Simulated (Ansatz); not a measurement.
## Relaxing a structure of Al$_{2}$Cu

The start is a generated cell, Al2Cu built in the AFLOW prototype AB2_cP12_205_a_c (C2, as in FeS2). The structure is fully relaxed (lattice and positions, P = 0) with PBEsol (plane waves to 420 eV, PAW, scalar-relativistic; Ansatz, a quantum-chemistry and plane-wave program). First-step values are on the input's coarse k-mesh.

Ansatz input (later rounds restart from its end on a renewed k-mesh):
Ansatz 0.2 input:
```yaml
crystal:
  lattice:
    - [5.7782262, 0, 0]
    - [0, 5.7782262, 0]
    - [0, 0, 5.7782262]
  atoms:
    - { symbol: Cu, position: [0, 0, 0] }
    - { symbol: Cu, position: [0.5, 0.5, 0] }
    - { symbol: Cu, position: [0, 0.5, 0.5] }
    - { symbol: Cu, position: [0.5, 0, 0.5] }
    - { symbol: Al, position: [0.3851, 0.3851, 0.3851] }
    - { symbol: Al, position: [0.8851, 0.1149, 0.6149] }
    - { symbol: Al, position: [0.6149, 0.8851, 0.1149] }
    - { symbol: Al, position: [0.1149, 0.6149, 0.8851] }
    - { symbol: Al, position: [0.6149, 0.6149, 0.6149] }
    - { symbol: Al, position: [0.1149, 0.8851, 0.3851] }
    - { symbol: Al, position: [0.3851, 0.1149, 0.8851] }
    - { symbol: Al, position: [0.8851, 0.3851, 0.1149] }
basis: { ecutwfc: 420, ecutrho_ratio: 4, xc_grid: 2, fft_grid_basis: typed }
kpoints: { mp_grid: { grid: [5, 5, 5] } }
hamiltonian:
  xc: pbesol
  dispersion: none
  pseudopotentials: { kind: paw }
scf: { occupations: { method: fermi_dirac, width: 0.05 } }
relax: { f_tol: 0.01, max_steps: 100, cell: { stress_tol: 0.02 } }
output: { forces: true, stress: true }
```

How large is the pressure on the unrelaxed cell, and of which sign?

+7.5 GPa (positive: the cell is compressed).

Which atoms feel the largest initial force, and how large is it?

2.72 eV/Å, on Al5, Al6, Al7, Al8, Al9, Al10, Al11, Al12 (atoms numbered as listed).

Does the structure survive the relaxation? Give the final space group.

The space group goes from Pa-3 (No. 205) to Fm-3m (No. 225); the end is AFLOW prototype AB2_cF12_225_a_c (C1, as in CaF2), with 3 atoms in the primitive cell.

How does the volume change?

-2.6 %, from 16.08 to 15.65 Å³/atom.

How do the shortest distances between atoms change?

The closest pairs of elements (up to four, under 3.6 Å), start → end: Al–Al 2.30 → 2.86 Å; Al–Cu 2.42 → 2.48 Å.

What band gap does the relaxed structure have at this level?

No gap (metallic).

Write out the relaxed structure.


Space group Fm-3m (No. 225); a = 5.727 Å, b = 5.727 Å, c = 5.727 Å, α = 90.00°, β = 90.00°, γ = 90.00°

```json
[
 {"atom": "Cu", "site": "4a", "symmetry": "m-3m", "x": "0.0000", "y": "0.0000", "z": "0.0000"},
 {"atom": "Al", "site": "8c", "symmetry": "-43m", "x": "0.2500", "y": "0.2500", "z": "0.2500"}
]
```
(The calculation used a cell of 3 atoms; values per cell refer to that cell.)

Final values are on a 11×11×11 k-mesh of the relaxed cell. No spin polarisation in the result.

The run could not lose the symmetry of its start, so the end can be a saddle point.

The relaxed structure here is a generated cell of Al2Cu: the first start was made by placing the elements on the sites of a structure type, and the end was not matched to a known phase here, so it may be hypothetical. Known forms of Al2Cu include space group No. 140.
